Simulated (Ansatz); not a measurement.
An Ansatz input:

```yaml
crystal:
  lattice:
    - [2.7293291045, 0.0, 0.0]
    - [-1.3646645522, 2.3636683398, 0.0]
    - [0.0, 0.0, 9.0499459705]
  atoms:
    - { symbol: Al, position: [1.0, 0.0, 0.0] }
    - { symbol: Al, position: [1.0, 1.0, 0.5] }
    - { symbol: Al, position: [0.3333333333, 0.6666666667, 0.25] }
    - { symbol: Al, position: [0.6666666667, 0.3333333333, 0.75] }
hamiltonian:
  xc: lda
  pseudopotentials:
    kind: paw
    azcp:
      Al: "pseudopotentials/Al.paw.azcp"
basis:
  ecutwfc: 420
  fft_grid_basis: typed
kpoints:
  mp_grid: { grid: [14, 14, 4], shift: [0, 0, 0] }
magnetization:
  spin_polarized: false
scf:
  occupations: { method: fermi_dirac, width: 0.1 }
  lower_state_search: "off"
output:
  stress: true
```

Terminal output

```
Warning: the record states the generating functional pbe (its physics header spells it `PBE`), which answers neither for hamiltonian.xc's functional nor for the lda family's — results may be inconsistent (PPs are generated against a specific XC)
Engine: ansatz 0.2.0, aarch64-unknown-linux-gnu
Pseudopotentials: kind: paw
Pseudopotential: Al, paw, valence charge 3, recommended cutoff 420 eV (normal) 
Functional definition: SPW92
  exchange = slater_x
  correlation = pw_c
Crystal: 4 atoms, lattice volume = 58.383 Å³
Basis set: ecut = 420 eV, 1165 PW (Γ)
Bands: 10, of which v1, the nominal top of the filled ones, is band 6 counted from 1 (5 counted from 0)
Symmetry: 24 space group operations
Space group: P63/mmc (ITA 194), of the structure as read, at distance tolerance 3.9e-5 Å
k-points: 72 of 784
Non-local potential: Al, projectors of the file, l = 0: 2, l = 1: 2, l = 2: 1
PAW form: soft (Blöchl's): semilocal exchange-correlation on the pseudo side does not see the compensation charge
PAW frozen core: Al, regenerated for the run's functional, and the local potential with it (the file was generated under x = pbe(κ = 0.804, μ = 0.2195149727645171), c = pbe(β = 0.06672455060314922))
PAW one-centre angular grid: Al, 110 points (default); XC on 64 Gauss nodes
Initial density: superposition of atomic densities (neutral atoms: chi_scale 0, normalization atom), corrected by the library's trained network
Initial wavefunctions: pseudopotential atomic-orbital guess
Functional: x = slater, c = lda
SCF iter   1: F=—  HF=-2051.362254 eV  |F-HF|=—  |Δ(HF+E_count)|=         —  Δρ=4.19e-3  dr2=1.02e-2  ethr=1.77e-3  ⟨swp⟩=7.0  Hψ=14022  notcnv=0  defer=10
automatic band count: the SCF goes on with 14 bands, as 10 were too few: the levels above may hold too much charge
SCF iter   2: F=—  HF=-2051.359505 eV  |F-HF|=—  |Δ(HF+E_count)|=   2.75e-3  Δρ=2.62e-3  dr2=4.16e-3  ethr=8.53e-5  ⟨swp⟩=1.0  Hψ=1589  notcnv=0  defer=16
SCF iter   3: F=—  HF=-2051.357734 eV  |F-HF|=—  |Δ(HF+E_count)|=   1.77e-3  Δρ=1.38e-4  dr2=1.56e-5  ethr=3.47e-5  ⟨swp⟩=2.0  Hψ=1340  notcnv=0  defer=16
SCF iter   4: F=—  HF=-2051.357729 eV  |F-HF|=—  |Δ(HF+E_count)|=   5.42e-6  Δρ=6.85e-5  dr2=1.20e-5  ethr=1.30e-7  ⟨swp⟩=2.1  Hψ=1192  notcnv=0  defer=16
iter 5 did not close the SCF: its close was put off for the readings that it lacked (scf_convergence_deferred on its scf_iter line)
SCF iter   5: F=-2051.357725 eV  HF=-2051.357725 eV  |F-HF|=2.74e-9  |Δ(HF+E_count)|=   3.45e-6  Δρ=4.14e-6  dr2=9.38e-9  ethr=1.00e-7  ⟨swp⟩=2.0  Hψ=1147  notcnv=0  defer=16
SCF iter   6: F=-2051.357725 eV  HF=-2051.357725 eV  |F-HF|=9.00e-11  |Δ(HF+E_count)|=   7.68e-9  Δρ=5.59e-7  dr2=2.08e-10  ethr=7.82e-11  ⟨swp⟩=1.8  Hψ=2801  notcnv=0
SCF 1 converged in 6 iterations: F = -2051.357725 eV  dr2 = 2.08e-10
SCF converged after 6 iterations
Free energy (F): -2051.357725 eV
Harris-Foulkes:  -2051.357725 eV  (|F-HF|=9.00e-11)
Internal energy: -2051.310848 eV  (E = F + TS)
E sigma→0 (E₀):  -2051.334286 eV
Entropy (-TS):   -0.046877 eV (-11.719 meV/atom)
Fermi energy:    9.072906 eV
--- Per-component energies (eV) ---
  E_band       = 51.783979
  E_kinetic    = 99.191799
  E_local      = 44.675611  (includes V_loc(G=0)·N_el)
  E_nonlocal   = 45.095980
  E_hartree    = 0.502273
  E_xc         = -160.729629
  E_vxc        = -121.424161  (∫ρ·V_xc dr)
  E_paw        = -1773.955923  (= ΣΔE_a)
  E_vpaw       = -16.759775  (= ΣTr[D̂ρ^β])
  E_aug_tail   = -0.000015  (compensation charges beyond the density's cutoff)
  E_ewald      = -306.313809
  E_core_change = 0.222866  (= ΣΔE_core)
  E_smearing   = -0.046877  (= −TS)
  E_closure    = -0.000000  (closes the sum)
  Σ components = -2051.357725   (vs F -2051.357725, Δ=0.00e0)
--- Stress (GPa, compression-positive) ---
        8.438868       0.000000       0.000000
        0.000000       8.438868       0.000000
        0.000000       0.000000       8.201586
  P = ⅓ Tr σ = 8.3598 GPa (83.598 kbar)
```
